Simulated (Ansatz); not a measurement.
Task: Each is relaxed and computed with PBEsol in the plane-wave PAW code Ansatz. Which is the only metal?
A. BiB, zinc blende
B. BAs, P6_422 (B on 3c, As on 3d)
C. GaBO3, R-3c (Ga on 6b, B on 6a, O on 18e)
D. NbB2, P6/mmm (Nb on 1a, B on 2d)

Result: D, NbB2, P6/mmm (Nb on 1a, B on 2d). NbB2: metal; GaBO3: gap 4.16 eV (direct); BiB: gap 0.45 eV (direct); BAs: gap 0.31 eV (indirect). Constructed cells (a structure type filled with these elements, in neither database checked): BiB, zinc blende. Typed or built starts, not in the databases checked: BAs, P6_422 (B on 3c, As on 3d). Not the usual ambient phase: BAs, P6_422 (B on 3c, As on 3d). Standing as an ambient phase not checked: NbB2, P6/mmm (Nb on 1a, B on 2d); GaBO3, R-3c (Ga on 6b, B on 6a, O on 18e). All cells were relaxed under the symmetry of their starts (and spin orders); stability against distortions was not tested throughout. Rows with no word on spin ran without spin polarisation. Scalar-relativistic: spin–orbit coupling is off unless named, which matters more the heavier the elements.

Potentials: the later of the program's two PAW sets.
